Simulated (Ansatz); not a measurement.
Relaxed-ion elastic tensor of Mg₃ZnO₄ in space group Cmmm (No. 65; Pearson symbol oS16) in GPa (Voigt order), PBEsol (plane waves, PAW; program Ansatz); density 4.45 g/cm³, 9.44 Å³ per atom.

```
      1    2     3    4     5    6
-  ----  ---  ----  ---  ----  ---
1   316  114  62.9  0.0   0.0  0.0
2   114  270   109  0.0   0.0  0.0
3  62.9  109   322  0.0   0.0  0.0
4   0.0  0.0   0.0  128   0.0  0.0
5   0.0  0.0   0.0  0.0  78.3  0.0
6   0.0  0.0   0.0  0.0   0.0  127
```

Problem. Is the crystal mechanically stable?

Solution. Yes: the smallest eigenvalue of C is 78.3 GPa.

Problem. Work out the Voigt, Reuss and Hill averages.

Solution. K_V = 164, K_R = 164, K_H = 164; G_V = 108, G_R = 103, G_H = 105 GPa.

Problem. Give Young's modulus, Poisson's ratio, Pugh's ratio and the universal anisotropy index.

Solution. E = 9KG/(3K + G) = 261 GPa; ν = 0.24; K/G = 1.56 (brittle by the Pugh limit of 1.75); A_U = 5G_V/G_R + K_V/K_R − 6 = 0.29.

Problem. Estimate the sound speeds and the Debye temperature.

Solution. v_l = √((K + 4G/3)/ρ) = 8280 m/s, v_t = √(G/ρ) = 4870 m/s, mean 5400 m/s; Θ = (h/k)(3n/4πV)^(1/3) v_m = 760 K.

Problem. Solve the Christoffel equation for the three sound speeds along x, y, z.

Solution. Eigenvalues of C_ijkl n_j n_l equal ρv². In km/s, slowest first: x 4.20, 5.35, 8.43; y 5.35, 5.37, 7.80; z 4.20, 5.37, 8.51.

Problem. How much does each axis shrink under pressure?

Solution. Linear compressibilities β_i = Σ_j S_ij (j = 1 to 3): x 2.0, y 2.0, z 2.0 per TPa.

The first step of the workflow began from a Materials Project structure, measured or hypothetical; the Crystallography Open Database copy checked does not list it. With Mg and Zn taken as one species the cell has the higher symmetry Fm-3m, so it may be an ordered model of a mixed-site phase. Its standing as an ambient phase is unchecked. The cell was relaxed with PBEsol under the symmetry of its start; of distortions, only those at the zone centre were tested.

Potentials: the later of the program's two PAW sets.
